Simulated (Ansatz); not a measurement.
RuS2 (Pa-3) by several functionals

All numbers come from Ansatz. The values are computed, non-magnetic, and not measurements.

The cell is RuS2 (Pa-3) from a database structure; cell and atoms were relaxed with r2SCAN. The symmetry is Pa-3 (No. 205, cubic); conventional cell a = 5.632 Å, 14.89 Å³ an atom. Around Ru lie 6 S at 2.36 Å; around S lie 1 S at 2.19 Å and 3 Ru at 2.36 Å.

```
CELL_PARAMETERS angstrom
5.63192 0.00000 0.00000
0.00000 5.63192 0.00000
0.00000 0.00000 5.63192
ATOMIC_POSITIONS crystal
Ru 0.00000 0.50000 0.50000
Ru 0.50000 0.50000 0.00000
Ru 0.50000 0.00000 0.50000
Ru 0.00000 0.00000 0.00000
S 0.38792 0.11208 0.88792
S 0.11208 0.88792 0.38792
S 0.88792 0.38792 0.11208
S 0.61208 0.61208 0.61208
S 0.38792 0.38792 0.38792
S 0.11208 0.61208 0.88792
S 0.88792 0.11208 0.61208
S 0.61208 0.88792 0.11208
```

Relaxed lattice by functional, symmetry kept:
```tsv
functional	k mesh	a (Å)	volume (Å³/atom)
PBE	4×4×4	5.649	15.02
r2SCAN	4×4×4	5.632	14.89
```

On this one geometry the levels give:

| level | k mesh | gap (eV) | kind | edges | least direct gap (eV) |
| --- | --- | --- | --- | --- | --- |
| PBE | 4×4×4 | 0.69 | indirect | Γ–X (0.90) → Γ | 0.93 |
| PBE+SOC | 4×4×4 | 0.68 | indirect | Γ–X (0.90) → Γ | 0.89 |
| r2SCAN | 4×4×4 | 0.88 | indirect | Γ–X (0.90) → Γ | 1.15 |
| HSE06 | 4×4×4 | 1.74 | indirect | Γ–X (0.90) → Γ | 2.13 |
| PBE0 | 4×4×4 | 2.44 | indirect | Γ–X (0.90) → Γ | 2.83 |

PBE, PBE+SOC: smearing of 0.02 eV; the others have fixed occupations.
Wave cutoffs: 420 eV, 500 eV (r2SCAN).
Points off the special ones are mesh points or PBE's searched band edges, reused at the other levels.

The HSE06 gap is indirect, 1.74 eV (Γ–X (0.90 of the way from Γ) to Γ), below the direct gap of 2.13 eV at Γ. Spin-orbit coupling changes the PBE gap by -0.01 eV, to 0.68 eV.

r2SCAN covers 18 % of the step from PBE to HSE06. For gaps to 0.1 eV, spin-orbit coupling (up to 0.03 eV here) can be left out. All these functionals give a gap of the same kind, indirect.

r2SCAN (ground state on 4×4×4): The clamped-ion dielectric constant comes out as 14.47 in all directions. Born charges, averaged over directions: Ru -3.74, S +1.87 e. The program notes that the ground state's band table doesn't vouch for all the bands that the response reads.

Only the levels marked +SOC include spin-orbit coupling.

The meshes of the hybrids are coarse, so their gaps aren't converged to the digits shown.
